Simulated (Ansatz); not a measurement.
Mg2Sn in space group Cmcm (No. 63; Mg on 4c, Mg on 4c, Sn on 4c), PBE (plane waves, PAW; program Ansatz), all energies at zero smearing, with the estimated change up to a 700 eV cutoff added, with one set of potentials and settings (totals compare only within such a set). Cell of 6 atoms (4 Mg, 2 Sn): -19744.360 eV.

```csv
element,reference phase,E (eV/atom)
Mg,"P6_3/mmc, 2 atoms in the cell",-1923.8026
Sn,"Fd-3m, 2 atoms in the cell",-6024.2128
```

Formation energy per atom, worked out: (-19744.360 − 4×(-1923.8026) − 2×(-6024.2128))/6 = -0.121 eV/atom (-12 kJ per mol of atoms), at 0 K, without zero-point energy or fitted corrections.

The workflow started from a Materials Project entry (that database holds measured and hypothetical structures alike); the Crystallography Open Database copy checked does not list it. COD files the formula under space group No. 225, 227, so this cell is another polymorph or a model. With Mg and Sn taken as one species the cell has the higher symmetry Cmcm, so it may be an ordered model of a mixed-site phase. Whether it is the stable phase at ambient conditions was not checked. Symmetry was held in the PBE relaxation; whether a distortion lowers the energy is not shown. The references are the lowest solids computed at this level, not always the standard phases. Spin–orbit coupling is left out wherever it is not named.

Potentials: the later of the program's two PAW sets.
